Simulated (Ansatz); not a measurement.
ScAg₃:
```
ScAg3
1.0
    4.20475     0.00000     0.00000
    0.00000     4.20475     0.00000
    0.00000     0.00000     4.20475
Ag Sc
3 1
Direct
  0.00000   0.50000   0.50000
  0.50000   0.50000   0.00000
  0.50000   0.00000   0.50000
  0.00000   0.00000   0.00000
```

Relaxed with r²SCAN. Special points in fractions of this cell's reciprocal vectors: Γ (0.000, 0.000, 0.000); X (0.000, 0.500, 0.000); M (0.500, 0.500, 0.000); R (0.500, 0.500, 0.500).

Task: List the band energies nearest the Fermi level at these points for the program Ansatz at the r²SCAN level (PAW).

Result: In eV from the Fermi level; about four levels below and three above (degenerate sets whole), none deeper than 8.9 eV; … stands for higher levels left out; points with the same levels are listed once.

```json
[
 {"k": "Γ", "below": "-3.81 -3.51 -3.51 -3.51", "above": "0.86 0.86 1.52 1.52 1.52"},
 {"k": "X", "below": "-4.31 -4.10 -4.08 -3.51", "above": "0.44 0.44 0.58"},
 {"k": "M", "below": "-3.55 -2.05 -1.09 -1.09", "above": "0.87 0.87 1.72"},
 {"k": "R", "below": "-0.41 -0.01 -0.01 -0.01", "above": "2.11 2.11 …"}
]
```

Space group Pm-3m (Cu3Au type). The start of the workflow was typed in or built on a structure type; neither database checked (COD, Materials Project) lists it. Its standing as an ambient phase is unchecked. The r²SCAN relaxation kept the symmetry of its start; whether a distortion lowers the energy is not shown. No spin polarisation was allowed. Spin–orbit coupling is left out wherever it is not named.

Potentials: the earlier of the program's two PAW sets.
